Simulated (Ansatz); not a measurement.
## Al: two-dimensional strain map

These are results of DFT PBEsol, scalar-relativistic, plane waves, PAW (Ansatz 0.2.0), not measurements. The runs took a 420 eV cutoff, a Γ-centred 20×20×20 mesh and Gaussian smearing (0.15 eV). No spin polarisation. Energies are free energies at this smearing, counted from the undisturbed cell; pressure is positive in compression.

Zero of the scan (as given, not relaxed at this level; it stands at 2.2 GPa; this bcc form isn't the usual structure):

```
Al
1.0
    -1.59122    1.59122    1.59122
     1.59122   -1.59122    1.59122
     1.59122    1.59122   -1.59122
Al
1
Direct
  0.00000 0.00000 0.00000
```

The cell is strained by p along both x and y and by q along z, fractional coordinates fixed. Points are written (p, q).

Energy above the undisturbed cell in meV/atom (a dash: not computed):

| p \ q | -0.030 | -0.015 | 0.000 | 0.015 | 0.030 |
| --- | --- | --- | --- | --- | --- |
| -0.030 | 56.4 | 41.0 | 27.4 | 15.5 | 5.0 |
| -0.015 | 28.5 | 18.7 | 10.0 | 2.8 | -3.0 |
| 0.000 | 9.0 | 3.9 | 0.0 | -2.8 | -4.4 |
| 0.015 | -2.8 | -3.7 | -3.4 | -2.2 | 0.1 |
| 0.030 | -7.7 | -4.7 | -0.6 | 4.2 | 9.9 |

Pressure in GPa:

| p \ q | -0.030 | -0.015 | 0.000 | 0.015 | 0.030 |
| --- | --- | --- | --- | --- | --- |
| -0.030 | 11.3 | 9.5 | 7.9 | 6.3 | 4.9 |
| -0.015 | 7.9 | 6.3 | 4.8 | 3.5 | 2.2 |
| 0.000 | 4.8 | 3.5 | 2.2 | 1.0 | -0.1 |
| 0.015 | 2.2 | 1.0 | -0.1 | -1.1 | -2.1 |
| 0.030 | -0.1 | -1.2 | -2.1 | -3.0 | -3.8 |